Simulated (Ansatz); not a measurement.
MgS (rock salt, Fm-3m), a = 5.203 Å, b = 5.203 Å, c = 5.203 Å, α = 90.00°, β = 90.00°, γ = 90.00°; the cell used has 2 atoms.

Relaxed with r²SCAN. Independent-particle spectrum: no excitons, no local fields, no scissors shift; 0.1 eV broadening; ε₁ of the summed bands alone.

Question: Tabulate the dielectric function from r²SCAN (plane waves, PAW; program Ansatz).

Answer: 

| E (eV) | ε₁ xx | ε₂ xx |
|---|---|---|
| 0.0 | 5.12 | 0.00 |
| 0.4 | 5.13 | 0.00 |
| 0.8 | 5.17 | 0.00 |
| 1.2 | 5.23 | 0.00 |
| 1.6 | 5.33 | 0.00 |
| 2.0 | 5.45 | 0.00 |
| 2.4 | 5.62 | 0.00 |
| 2.8 | 5.84 | 0.00 |
| 3.2 | 6.12 | 0.00 |
| 3.6 | 6.50 | 0.00 |
| 4.0 | 7.03 | 0.00 |
| 4.4 | 7.80 | 0.00 |
| 4.8 | 9.06 | 0.32 |
| 5.2 | 11.08 | 0.99 |
| 5.6 | 12.88 | 3.25 |
| 6.0 | 14.62 | 9.43 |
| 6.4 | 10.56 | 12.62 |
| 6.8 | 4.31 | 18.74 |
| 7.2 | -1.74 | 11.03 |
| 7.6 | 0.12 | 6.94 |
| 8.0 | 2.11 | 8.72 |
| 8.4 | -1.34 | 9.87 |
| 8.8 | -2.87 | 9.03 |
| 9.2 | -4.62 | 6.16 |
| 9.6 | -3.83 | 4.36 |
| 10.0 | -3.04 | 3.56 |
| 10.4 | -2.75 | 3.17 |
| 10.8 | -2.49 | 2.90 |
| 11.2 | -2.37 | 2.50 |
| 11.6 | -2.41 | 2.10 |
| 12.0 | -2.09 | 1.67 |

Question: From ε at 6.6 eV (xx: 9.95 + 14.86i), find n, k, the normal reflectivity and the absorption coefficient.

Answer: n = 3.73, k = 1.992, R = 43 %, α = 2kE/ħc = 1300000 cm⁻¹.

With all bands, ε∞ without local fields is 5.15. DFPT, with local fields, gives 4.90.

The cell was relaxed with r²SCAN under the symmetry of its start; phonons on a q-mesh show no instability.

Potentials: the later of the program's two PAW sets.
